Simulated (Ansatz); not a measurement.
Relaxed-ion elastic tensor of BeS (wurtzite, P6_3mc) in GPa (Voigt order), PBEsol (plane waves, PAW; program Ansatz); density 2.41 g/cm³, 14.18 Å³ per atom.

```
 191  57.1  39.2   0.0   0.0   0.0
57.1   191  39.2   0.0   0.0   0.0
39.2  39.2   220   0.0   0.0   0.0
 0.0   0.0   0.0  54.5   0.0   0.0
 0.0   0.0   0.0   0.0  54.5   0.0
 0.0   0.0   0.0   0.0   0.0  66.8
```

Question: Is the crystal mechanically stable?

Answer: Yes: the smallest eigenvalue of C is 54.5 GPa.

Question: Work out the Voigt, Reuss and Hill averages.

Answer: K_V = 97.0, K_R = 96.9, K_H = 96.9; G_V = 66.2, G_R = 64.2, G_H = 65.2 GPa.

Question: Give Young's modulus, Poisson's ratio, Pugh's ratio and the universal anisotropy index.

Answer: E = 9KG/(3K + G) = 160 GPa; ν = 0.23; K/G = 1.49 (brittle by the Pugh limit of 1.75); A_U = 5G_V/G_R + K_V/K_R − 6 = 0.16.

Question: Estimate the sound speeds and the Debye temperature.

Answer: v_l = √((K + 4G/3)/ρ) = 8740 m/s, v_t = √(G/ρ) = 5210 m/s, mean 5760 m/s; Θ = (h/k)(3n/4πV)^(1/3) v_m = 709 K.

Question: Solve the Christoffel equation for the three sound speeds along x, y, z.

Answer: Eigenvalues of C_ijkl n_j n_l equal ρv² (piezoelectric stiffening left out). In km/s, slowest first: x 4.76, 5.27, 8.90; y 4.76, 5.27, 8.90; z 4.76, 4.76, 9.57.

Question: How much does each axis shrink under pressure?

Answer: Linear compressibilities β_i = Σ_j S_ij (j = 1 to 3): x 3.5, y 3.5, z 3.3 per TPa.

The start of the workflow was typed in or built on a structure type; neither database checked (COD, Materials Project) lists it. COD files the formula under space group No. 216, so this cell is another polymorph or a model. Whether it is the stable phase at ambient conditions was not checked. The PBEsol relaxation kept the symmetry of its start; phonons on a q-mesh show no instability.

Potentials: the later of the program's two PAW sets.
